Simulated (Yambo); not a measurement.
Quantum ESPRESSO input (LDA, PseudoDojo standard norm-conserving files, scalar-relativistic) whose wavefunctions are converted with p2y:

```
&CONTROL
  calculation = 'nscf'
  pseudo_dir = './pseudo'
  outdir = './out'
/
&SYSTEM
  ibrav = 0
  nat = 2
  ntyp = 2
  ecutwfc = 80.0
  ecutrho = 320.0
  occupations = 'fixed'
  force_symmorphic = .true.
  nbnd = 105
/
&ELECTRONS
  conv_thr = 2e-09
  diago_full_acc = .true.
  diago_thr_init = 1e-08
/
ATOMIC_SPECIES
Al 26.9815 Al.upf
As 74.9216 As.upf
CELL_PARAMETERS angstrom
  0.000000000000   2.811766301000   2.811766301000
  2.811766301000   0.000000000000   2.811766301000
  2.811766301000   2.811766301000   0.000000000000
ATOMIC_POSITIONS crystal
Al   0.000000000000   0.000000000000   0.000000000000
As   0.250000000000   0.250000000000   0.250000000000
K_POINTS automatic
2 2 2 0 0 0
```

Yambo's initialisation report on symmetry, reciprocal space, the k grid and the gaps on this mesh:

```
  [02.02] Symmetries
  ==================

  Inversion symmetry    : yes
  Spatial inversion     : no
  Inversion index       :  25
  K-space Time-reversal : yes
  Magnetic symmetries   : no
  Time-reversal derived K-space symmetries:   25   48
  Group table correct   : yes
  Symmetries units      :  [cc]

  [02.03] Reciprocal space
  ========================

  nG shells         :  308
  nG charge         :  29003
  nG WFs            :   4283
  nC WFs            :   3695
  G-vecs. in first 30 shells:  [ Number ]
     1    9   15   27   51   59   65   89  113
    137   169   181   229   259   283   307   331   339
    387   411   459   531   537   561   609   645   701
    725   749   821
  ...
  Shell energy in first 30 shells:  [ mHa ]
    0.00000      524.366      699.155      1398.31      1922.68      2097.47      2796.62      3320.99      3495.78
    4194.93      4719.30      5593.24      6117.61      6292.40      6991.55      7515.92      7690.71      8389.86
    8914.23      9089.02      9788.17      10312.5      11186.5      11710.8      11885.6      12584.8      13109.2
    13283.9      13983.1      14507.5
  ...

  [02.04] K-grid lattice
  ======================

  Compatible Grid is   : 3D
  Base K vectors       :  K_min[ 1 ]  K_min[ 2 ]  K_min[ 3 ]
  K_min[ 1 ] : -0.500000  0.000000  0.000000 [rlu]
  K_min[ 2 ] :  0.000000  0.000000 -0.500000 [rlu]
  K_min[ 3 ] :  0.000000 -0.500000  0.000000 [rlu]
  Grid dimensions      :  2  2  2
  K lattice UC volume  :  0.103344 [a.u.]

  IBZ K-points                                      :  3
  BZ  K-points                                      :   8

  K/Q-points units:
  rlu = crystal or reduced units; cc = cartesian coordinates; iku = interal k-units

  K [1]          [rlu]:  0.000000  0.000000  0.000000
         WF components:   3695
  K [2]          [rlu]:  0.000000  0.000000 -0.500000
         WF components:   3648
  K [3]          [rlu]:  0.000000 -0.500000 -0.500000
         WF components:   3572

  [02.05] Energies & Occupations
  ==============================

  [X] === General ===
  [X] Electronic Temperature                        :  0.000000  0.000000 [eV K]
  [X] Bosonic    Temperature                        :  0.000000  0.000000 [eV K]
  [X] Finite Temperature mode                       : no
  [X] El. density                                   :  0.40486E+24 [cm-3]
  [X] Fermi Level                                   :  6.467605 [eV]

  [X] === Gaps and Widths ===
  [X] Conduction Band Min                           :  1.321089 [eV]
  [X] Valence Band Max                              :  0.000000 [eV]
  [X] Filled Bands                                  :   9
  [X] Empty Bands                                   :   10  105
  [X] Direct Gap                                    :  1.993911 [eV]
  [X] Direct Gap localized at k                     :  1
  [X] Indirect Gap                                  :  1.321089 [eV]
  [X] Indirect Gap between kpts                     :  1  3
  [X] Last valence band width                       :  2.215498 [eV]
  [X] 1st conduction band width                     :  0.766068 [eV]
```
The gaps are LDA values on this mesh alone; only operations without fractional translations are kept.

Spin-orbit coupling is not included.

Geometry relaxed with LDA.
